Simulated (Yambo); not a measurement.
Yambo run on BaTiO3 (space group Amm2, No. 38). The wavefunctions are PBEsol (Quantum ESPRESSO, PseudoDojo norm-conserving, 84 Ry, with spin-orbit coupling) ones on a 4×4×4 mesh (40 occupied bands); a = 3.983 Å, b = 4.057 Å, c = 4.057 Å, α = 89.75°, β = 90.00°, γ = 90.00°.

Yambo input:

```
rim_cut
gw0
dyson
el_el_corr
HF_and_locXC
ppa
em1d
RandQpts= 1000000
RandGvec= 1 Ry
EXXRLvcs= 84 Ry
VXCRLvcs= 336 Ry
Chimod= "HARTREE"
% BndsRnXp
 3 | 206 |
%
NGsBlkXp= 7 Ry
% LongDrXp
 1.0 | 1.0 | 1.0 |
%
PPAPntXp= 27.2114 eV
% GbndRnge
 1 | 138 |
%
GTermKind= "BG"
DysSolver= "n"
ExtendOut
% QPkrange
 1 | 1 | 40 | 41 |
 21 | 21 | 40 | 40 |
%
```

k points by index: 1 = Γ, 21 = (-0.5, -0.5, -0.5).

The o-*.qp file then holds:

```
#    K-point    Band    Eo [eV]    E [eV]    E-Eo [eV]    Vxc [eV]    Vnlxc [eV]    Sc|Eo [eV]    Sc|E [eV]    dSc/dw|Eo [eV]    Re(Z)    Im(Z)
#
    1    40    -0.365781    -0.673482    -0.307701    -19.88570    -24.53760    4.254478    4.344194    -7.930886    0.774318    -0.001339
    1    41    2.167975    3.457177    1.289202    -18.75649    -11.64041    -5.470448    -5.826872    -7.522219    0.783429    -0.001413
    21    40    0.000000    -0.297318    -0.297318    -19.68525    -24.76000    4.687976    4.777435    -8.183924    0.768783    -0.001383
```
(The two width columns are left out.) Convergence of these settings isn't established.

Geometry of the Materials Project entry, not relaxed at this level.

This is not the ordinary phase of the substance.
